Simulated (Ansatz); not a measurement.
# Stability checks on a candidate for Al7Cu

The structure comes from a generated guess, relaxed at this level; another structure or a mixture of phases may lie lower.

Level of theory: Ansatz, DFT PBE, scalar-relativistic, plane waves, PAW. Cutoff 420 eV, Γ-centred 8×8×8 mesh (8-atom cell), Gaussian smearing of 0.10 eV, no spin polarisation.

```
CELL_PARAMETERS angstrom
0.00000 3.97976 3.97976
3.97976 0.00000 3.97976
3.97976 3.97976 0.00000
ATOMIC_POSITIONS crystal
Al 0.50000 0.00000 0.00000
Al 0.00000 0.50000 0.50000
Al 0.00000 0.50000 0.00000
Al 0.50000 0.00000 0.50000
Al 0.00000 0.00000 0.50000
Al 0.50000 0.50000 0.00000
Al 0.00000 0.00000 0.00000
Cu 0.50000 0.50000 0.50000
```

The zero of energy is the elements' standard structures at the same level; no fitted shifts are applied.

Problem. These tests were run: energy against the elements; random kick, then relaxation without symmetry; elastic tensor. What do they show?

Solution.

| test | result |
| --- | --- |
| energy against the elements | −0.01 eV/atom |
| random kick, then relaxation without symmetry | returns |
| elastic tensor | least eigenvalue 37 GPa |

It fails none of these tests outright. Other phases of the system weren't compared here, so this isn't yet thermodynamic stability. Phonons away from Γ weren't computed. Undecided within the accuracy: energy against the elements.

For metals, differences of a few meV/atom aren't resolved. The kick test ran on a coarse mesh. The run for the elastic tensor used an 8×8×8 k mesh and Fermi–Dirac smearing of 0.15 eV.
